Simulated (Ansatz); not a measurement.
SiNF:
```yaml
crystal:
  lattice:
    - [2.89444, 0.00000, 0.00000]
    - [-1.44722, 2.50666, 0.00000]
    - [0.00000, 0.00000, 4.67119]
  atoms:
    - { symbol: Si, position: [0.00000, 0.00000, 0.36731] }
    - { symbol: N, position: [0.66667, 0.33333, 0.27437] }
    - { symbol: F, position: [0.00000, 0.00000, 0.70998] }
```

Relaxed with r²SCAN+D4.

Q: Give the Bader charges and basin volumes of the independent atoms, plane-wave PAW r²SCAN+D4 (Ansatz code).

A: 

```json
[
 {"atom": "Si1", "Bader charge (e)": "+3.24", "Bader volume (Å³)": "3.0"},
 {"atom": "N2", "Bader charge (e)": "-2.37", "Bader volume (Å³)": "16.7"},
 {"atom": "F3", "Bader charge (e)": "-0.88", "Bader volume (Å³)": "14.2"}
]
```

Space group P3m1. The start of the workflow was typed in or built on a structure type; neither database checked (COD, Materials Project) lists it. Its standing as an ambient phase is unchecked. The cell was relaxed with r²SCAN+D4 under the symmetry of its start; whether a distortion lowers the energy is not shown. The volume moved by -27 % from the start of the relaxation.

Potentials: the earlier of the program's two PAW sets. The files were generated under PBE; for other functionals the program regenerates the frozen cores, and for LDA and PBEsol the local potential too.
